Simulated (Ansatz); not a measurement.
Calculated O-17 NMR of the central transition for CO2

Cell: a Materials Project structure (computed, not necessarily an observed phase), atoms as given.

```cif
data_structure
_symmetry_space_group_name_H-M 'P 1'
_symmetry_Int_Tables_number 1
_cell_length_a 5.4971
_cell_length_b 5.4971
_cell_length_c 5.4971
_cell_angle_alpha 90.000
_cell_angle_beta 90.000
_cell_angle_gamma 90.000
_cell_volume 166.11
loop_
_atom_site_label
_atom_site_type_symbol
_atom_site_fract_x
_atom_site_fract_y
_atom_site_fract_z
_atom_site_occupancy
C1 C 0.00000 0.00000 0.00000 1
C2 C 0.50000 0.00000 0.50000 1
C3 C 0.50000 0.50000 0.00000 1
C4 C 0.00000 0.50000 0.50000 1
O5 O 0.12254 0.12254 0.12254 1
O6 O 0.37746 0.87746 0.62254 1
O7 O 0.62254 0.37746 0.87746 1
O8 O 0.87746 0.62254 0.37746 1
O9 O 0.87746 0.87746 0.87746 1
O10 O 0.62254 0.12254 0.37746 1
O11 O 0.37746 0.62254 0.12254 1
O12 O 0.12254 0.37746 0.62254 1
```

Sites (sets of like atoms) are named by element and the number of their first atom in this list.

All values are calculated (Ansatz; DFT, PBE, plane waves and PAW, scalar-relativistic, 420 eV cutoff, Γ-centred 4×4×4 k-points, Fermi–Dirac smearing 0.02 eV), not measured.

O-17 has I = 5/2 and Q = -25.58 mb (Pyykkö 2018); at 23.5 T its Larmor frequency is ν₀ = 135.7 MHz. Only the quadrupole interaction is simulated: positions count from each site's isotropic chemical shift, and J coupling is left out, as are shift anisotropy and dipolar coupling, which fast spinning averages.

Simulated pattern of one O site (fast magic-angle spinning, Gaussian broadening 0.06 kHz):

offset (kHz), height and a bar:
```
   -2.246          0 
   -2.193          0 
   -2.140          3 #
   -2.088          4 #
   -2.035          5 #
   -1.982          4 #
   -1.929          5 #
   -1.877          5 #
   -1.824          5 #
   -1.771          5 #
   -1.718          5 ##
   -1.666          5 ##
   -1.613          5 ##
   -1.560          5 ##
   -1.507          6 ##
   -1.455          6 ##
   -1.402         12 ####
   -1.349         66 ####################
   -1.296         71 #####################
   -1.244         49 ###############
   -1.191         41 ############
   -1.138         37 ###########
   -1.085         35 ###########
   -1.033         33 ##########
   -0.980         33 ##########
   -0.927         32 ##########
   -0.874         32 ##########
   -0.822         32 ##########
   -0.769         33 ##########
   -0.716         34 ##########
   -0.663         35 ###########
   -0.611         37 ###########
   -0.558         40 ############
   -0.505         44 #############
   -0.452         51 ###############
   -0.400         64 ###################
   -0.347        100 ##############################
   -0.294         66 ####################
   -0.241          4 #
   -0.189          0
```

(1) Which |C_Q| and η does the pattern imply?

Results:

(1) The pattern spans 1.85 kHz before broadening and its centre of gravity is at -0.861 kHz, which fixes P_Q; the places of the horns and steps fix η. That gives P_Q = 4.41 MHz, |C_Q| = 4.41 MHz and η = 0.00. The sign of C_Q can't be read from the pattern.

An axis of threefold or higher order runs through O, so V_zz lies along it and η is zero.
